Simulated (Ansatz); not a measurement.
SnGe$_{4}$Te$_{4}$Se, first-principles data

SnGe4Te4Se:
```yaml
crystal:
  lattice:
    - [2.09146, 1.20750, 18.58252]
    - [-2.09146, 1.20750, 18.58252]
    - [0.00000, -2.41501, 18.58252]
  atoms:
    - { symbol: Sn, position: [0.40755, 0.40755, 0.40755] }
    - { symbol: Ge, position: [0.80390, 0.80390, 0.80390] }
    - { symbol: Ge, position: [0.20353, 0.20353, 0.20353] }
    - { symbol: Ge, position: [0.60307, 0.60307, 0.60307] }
    - { symbol: Ge, position: [0.00258, 0.00258, 0.00258] }
    - { symbol: Te, position: [0.49639, 0.49639, 0.49639] }
    - { symbol: Te, position: [0.89604, 0.89604, 0.89604] }
    - { symbol: Te, position: [0.29557, 0.29557, 0.29557] }
    - { symbol: Te, position: [0.69503, 0.69503, 0.69503] }
    - { symbol: Se, position: [0.09984, 0.09984, 0.09984] }
```

Space group R3m (No. 160); conventional cell a = 4.1829 Å, b = 4.1829 Å, c = 55.7476 Å, α = 90.00°, β = 90.00°, γ = 120.00°.

Method: r²SCAN+D4 in the plane-wave PAW code Ansatz. Geometry: relaxed at this level of theory. Other levels are named where they apply.

**Cell and energy**

```
Item                                                          Result
-----------------------------------------------------  -------------
Volume per atom                                             28.16 Å³
Density                                                   5.89 g/cm³
Formation energy from the elements (no fitted shifts)  -119 meV/atom
```

**Electronic structure**

```
Quantity                                                                                                                      Result
----------------------------------------  ------------------------------------------------------------------------------------------
Band gap                                                                                                          0.58 eV (indirect)
Valence-band maximum                      off the standard path, at k = (0.346, 0.500, 0.500) in fractions of the reciprocal vectors
Conduction-band minimum                                                                                  at L (3 equivalent valleys)
Smallest direct gap on the standard path                                                                                     0.81 eV
Hole effective mass                                                                            0.12, 0.17, 2.0 mₑ (principal values)
```

**Charges**

```
Quantity                                                            Value
-------------  ----------------------------------------------------------
Bader charges  Sn +0.82, Ge +0.40 to +0.46, Te -0.47 to -0.40, Se -0.81 e
```

The first step of the workflow began from a Materials Project structure, measured or hypothetical; the Crystallography Open Database copy checked does not list it. Its standing as an ambient phase is unchecked. The r²SCAN+D4 relaxation kept the symmetry of its start; its stability against distortions is not shown here. The references are the lowest solids computed at this level, not always the standard phases. Scalar-relativistic: spin–orbit coupling is off unless named, which matters more the heavier the elements.

Potentials: the later of the program's two PAW sets.
